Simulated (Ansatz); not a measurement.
An Ansatz (a quantum-chemistry and plane-wave program) run. Input:

Ansatz 0.2 input:
```yaml
crystal:
  lattice:
    - [2.4832058424, 1.4336795615, 4.6168318571]
    - [-2.4832058424, 1.4336795615, 4.6168318571]
    - [0.0, -2.8673591231, 4.6168318571]
  atoms:
    - { symbol: Zn, position: [0.3675129227, 0.3675129227, 0.3675129227] }
    - { symbol: Zn, position: [0.6324870773, 0.6324870773, 0.6324870773] }
    - { symbol: Ge, position: [0.1563726122, 0.1563726122, 0.1563726122] }
    - { symbol: Ge, position: [0.8436273878, 0.8436273878, 0.8436273878] }
    - { symbol: O, position: [0.7853135331, 0.0471655406, 0.4387047912] }
    - { symbol: O, position: [0.2146864669, 0.9528344594, 0.5612952088] }
    - { symbol: O, position: [0.0471655406, 0.4387047912, 0.7853135331] }
    - { symbol: O, position: [0.9528344594, 0.5612952088, 0.2146864669] }
    - { symbol: O, position: [0.4387047912, 0.7853135331, 0.0471655406] }
    - { symbol: O, position: [0.5612952088, 0.2146864669, 0.9528344594] }
kpoints:
  mp_grid: { grid: [7, 7, 7] }
hamiltonian:
  xc: r2scan
  pseudopotentials: { kind: paw }
scf:
  occupations: { method: fixed }
checkpoint: { read: static.run }
output: { bader: true, populations: true }
```

Output (shortened):

```
Pseudopotential: Zn, paw, valence charge 12
Pseudopotential: Ge, paw, valence charge 14
Pseudopotential: O, paw, valence charge 6
Functional definition: r2SCAN
Crystal: 10 atoms, lattice volume = 98.619 Å³
Basis set: ecut = 500 eV, 2489 PW (Γ), exchange–correlation on 160×160×160 points (64 copies of the dense FFT grid, shifted against one another)
Bands: 54, of which v1, the nominal top of the filled ones, is band 44 counted from 1 (43 counted from 0)
Symmetry: 6 space group operations
Space group: R-3 (ITA 148), of the structure as read, at distance tolerance 4.6e-5 Å
k-points: 60 of 343
Stability of the state it starts from, as read at its close in the unpolarized treatment …
iter 1 solved again at ethr=1.71e-8 eV; its pass at ethr=3.10e-3 eV (dr2=1.51e-5 eV) is discarded
SCF iter   1: F=—  HF=-18670.619230 eV  |F-HF|=—  |Δ(HF+E_count)|=         —  Δρ=4.75e-7  dr2=1.46e-10  dr2_τ=1.17e-11  ethr=1.71e-8  ⟨swp⟩=3.0  Hψ=20590  notcnv=0  defer=480
preconditioner: auto → Resta (q_TF=auto, 2.677 Å⁻¹)
SCF iter   2: F=-18670.619230 eV  HF=-18670.619230 eV  |F-HF|=7.64e-11  |Δ(HF+E_count)|=   2.89e-9  Δρ=3.50e-7  dr2=7.39e-11  dr2_τ=1.99e-11  ethr=1.00e-12  ⟨swp⟩=11.0  Hψ=14747  notcnv=0
SCF 1 converged in 2 iterations: F = -18670.619230 eV  dr2 = 7.39e-11
SCF converged after 2 iterations
Free energy (F): -18670.619230 eV
Harris-Foulkes:  -18670.619230 eV  (|F-HF|=7.64e-11)
Internal energy: -18670.619230 eV  (E = F + TS)
E sigma→0 (E₀):  -18670.619230 eV
Fermi energy:    8.566489 eV
--- Per-component energies (eV) ---
  E_band       = -134.487489
  E_kinetic    = 1550.939243
  E_local      = -9317.376647  (includes V_loc(G=0)·N_el)
  E_nonlocal   = 2392.303077
  E_hartree    = 3902.052479
  E_xc         = -824.131290
  E_vxc        = -873.219747  (∫ρ·V_xc dr)
  E_paw        = -8758.832954  (= ΣΔE_a)
  E_vpaw       = -1744.197845  (= ΣTr[D̂ρ^β])
  E_aug_tail   = 0.006025  (compensation charges beyond the density's cutoff)
  E_vtau       = 52.953363  (kinetic-family band-sum trace: ∫τ·v_τ [+ j·A + Jᵃ·Aᵃ] dr)
  E_ewald      = -7612.850748
  E_core_change = -2.728414  (= ΣΔE_core)
  E_smearing   =  0.000000  (= −TS)
  E_closure    =  0.000000  (closes the sum)
  Σ components = -18670.619230   (vs F -18670.619230, Δ=0.00e0)
  [band-id]    e_kinetic+e_local+e_nonlocal+2·e_hartree+e_vxc+e_vpaw+e_augmentation_tail+e_vtau = -134.487573   (vs E_band -134.487489, Δ=-8.43e-5)
--- Band table (eV; the first three rows and the last of 60) ---
  k-point 0: bands = ["-15.5758", "-15.5758", "-15.4575", "-15.4575", "-15.2754", "-15.2369", "-15.2369", "-15.2165", "-15.2158", "-15.2158", "-12.0601", "-9.6963", "-9.4924", "-9.4924", "-8.6547", "-8.6547", "-0.0651", "0.9464", "2.7366", "2.7366", "3.0402", …
  k-point 1: bands = ["-15.5947", "-15.5826", "-15.4490", "-15.4374", "-15.2754", "-15.2468", "-15.2426", "-15.2157", "-15.2101", "-15.2085", "-11.9648", "-9.7210", "-9.6333", "-9.4928", "-8.6727", "-8.6455", "0.0473", "1.0162", "2.5943", "2.7775", "2.8825", …
  k-point 2: bands = ["-15.6254", "-15.5956", "-15.4318", "-15.4035", "-15.2773", "-15.2628", "-15.2495", "-15.2149", "-15.2014", "-15.1983", "-11.6922", "-10.0891", "-9.7202", "-9.4353", "-8.7300", "-8.6399", "0.3160", "1.2067", "2.2736", "2.7638", "3.0995", …
  k-point 59: bands = ["-15.5930", "-15.5813", "-15.4495", "-15.4376", "-15.2751", "-15.2472", "-15.2427", "-15.2163", "-15.2101", "-15.2085", "-11.6846", "-10.1103", "-9.6915", "-9.5775", "-8.6436", "-8.6155", "-0.0214", "2.2090", "2.6660", "2.8281", …
--- Löwdin populations: 10 sites ---
  site symbol       q [e]
     0     Zn     10.4890
     1     Zn     10.4890
     2     Ge     12.4817
     3     Ge     12.4817
     4      O      6.9224
     5      O      6.9224
     6      O      6.9224
     7      O      6.9224
     8      O      6.9224
     9      O      6.9224
  spilling = 0.005957 (of n_electrons = 88.000000)
--- Bader charges: 10 sites ---
  site symbol  charge [e]  shift [e]
     0     Zn      1.3882     0.0087
     1     Zn      1.3882     0.0087
     2     Ge      2.5238     0.0220
     3     Ge      2.5238     0.0220
     4      O     -1.3040     0.0102
     5      O     -1.3040     0.0102
     6      O     -1.3040     0.0102
     7      O     -1.3040     0.0102
     8      O     -1.3040     0.0102
     9      O     -1.3040     0.0102
  shift: an alarm, by how much a part of what the PAW files miss would move the charge. Where it is large, compare
  with a run on PAW files of another source; a small one proves nothing
  estimated error of the sums over rays = 5.9e-4 e
```

Cost: roughly 120 core-seconds on shared cores.

The workflow started from a Materials Project entry (that database holds measured and hypothetical structures alike); the Crystallography Open Database copy checked does not list it. Its standing as an ambient phase is unchecked. Symmetry was held in the r²SCAN relaxation; whether a distortion lowers the energy is not shown. Spin–orbit coupling is left out wherever it is not named.

Potentials: the later of the program's two PAW sets.

Ansatz is a plane-wave DFT program.
